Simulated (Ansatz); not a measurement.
AlN:
```
CELL_PARAMETERS angstrom
      3.13027     0.00000     0.00000
     -1.56513     2.71089     0.00000
      0.00000     0.00000     5.01808
ATOMIC_POSITIONS crystal
  Al 0.66667 0.33333 0.00337
  Al 0.33333 0.66667 0.50337
  N  0.66667 0.33333 0.62183
  N  0.33333 0.66667 0.12183
```

Relaxed with PBE. Independent-particle spectrum: no excitons, no local fields, no scissors shift; 0.1 eV broadening; ε₁ of the summed bands alone.

### Question
Tabulate the dielectric function from plane-wave PAW PBE (Ansatz code).

### Answer


```
E (eV)  ε₁ xx  ε₂ xx  ε₁ zz  ε₂ zz
------  -----  -----  -----  -----
0.0      4.53   0.00   4.74   0.00
0.3      4.53   0.00   4.74   0.00
0.6      4.55   0.00   4.76   0.00
0.9      4.57   0.00   4.79   0.00
1.2      4.60   0.00   4.83   0.00
1.5      4.65   0.00   4.88   0.00
1.8      4.71   0.00   4.94   0.00
2.1      4.78   0.00   5.03   0.00
2.4      4.86   0.00   5.13   0.00
2.7      4.96   0.00   5.25   0.00
3.0      5.09   0.00   5.41   0.00
3.3      5.25   0.00   5.60   0.00
3.6      5.45   0.00   5.86   0.00
3.9      5.72   0.00   6.26   0.01
4.2      6.22   0.07   6.74   0.45
4.5      6.46   0.57   6.87   0.74
4.8      6.58   0.79   7.10   0.92
5.1      6.80   0.94   7.47   1.07
5.4      7.17   1.07   8.10   1.21
5.7      7.86   1.21   9.36   1.38
6.0      9.15   2.52  12.12   4.49
6.3      9.12   3.92  10.39   7.89
6.6      8.42   5.58   6.84  10.26
6.9      8.51   6.16   4.23   9.28
7.2      6.84   8.17   3.74   8.08
7.5      5.17   8.90   0.77   9.61
7.8      4.09   9.49  -0.50   5.88
8.1      0.87   8.23   0.64   4.23
8.4      0.70   6.18   1.73   3.55
8.7      1.27   5.94   2.57   3.80
9.0      0.68   5.87   3.55   4.28
9.3      0.37   4.10   3.91   6.18
9.6      1.74   3.65   2.08   6.37
9.9      2.05   4.81  -0.19   6.54
10.2     1.88   4.70   0.92   4.46
10.5     2.91   6.02   0.57   6.35
10.8    -0.49   6.65  -0.85   4.41
11.1     0.07   4.18   1.00   3.57
11.4     1.53   5.27   2.77   5.28
11.7    -0.15   6.02  -0.49   7.99
12.0    -0.19   5.26  -1.63   5.67
```

### Question
From ε at 4.3 eV (xx: 6.40 + 0.27i), find n, k, the normal reflectivity and the absorption coefficient.

### Answer
n = 2.53, k = 0.053, R = 19 %, α = 2kE/ħc = 23000 cm⁻¹.

With all bands, ε∞ without local fields is 4.62 (xx = yy), 4.83 (zz). DFPT, with local fields, gives 4.48 (xx = yy), 4.70 (zz).

Space group P6_3mc (wurtzite). The PBE relaxation kept the symmetry of its start; phonons on a q-mesh show no instability.

Potentials: the later of the program's two PAW sets.
